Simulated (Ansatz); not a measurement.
SiW:
Space group Pm-3m (No. 221); a = 3.0567 Å, b = 3.0567 Å, c = 3.0567 Å, α = 90.00°, β = 90.00°, γ = 90.00°

```json
[
 {"atom": "W", "site": "1a", "symmetry": "m-3m", "x": "0.0000", "y": "0.0000", "z": "0.0000"},
 {"atom": "Si", "site": "1b", "symmetry": "m-3m", "x": "0.5000", "y": "0.5000", "z": "0.5000"}
]
```

This is the PBE-relaxed structure.

All from the program Ansatz at the PBE level (PAW), unless another level is named. Predict the electronic character.

metallic (no gap).

Predict the density of states at the Fermi level.

1.4 states/eV per atom (mean over ±0.08 eV).

What about the formation energy from the elements (no fitted shifts)?

0.13 eV/atom.

What about the gap with spin–orbit coupling?

none (metallic).

The cell is a constructed one: a structure type filled with these elements; neither database checked (COD, Materials Project) lists it. Whether it is the stable phase at ambient conditions was not checked. The cell was relaxed with PBE under the symmetry of its start; whether a distortion lowers the energy is not shown. The run is not spin-polarised. The references are the lowest solids computed at this level, not always the standard phases. Spin–orbit coupling is left out wherever it is not named.

Potentials: the earlier of the program's two PAW sets.
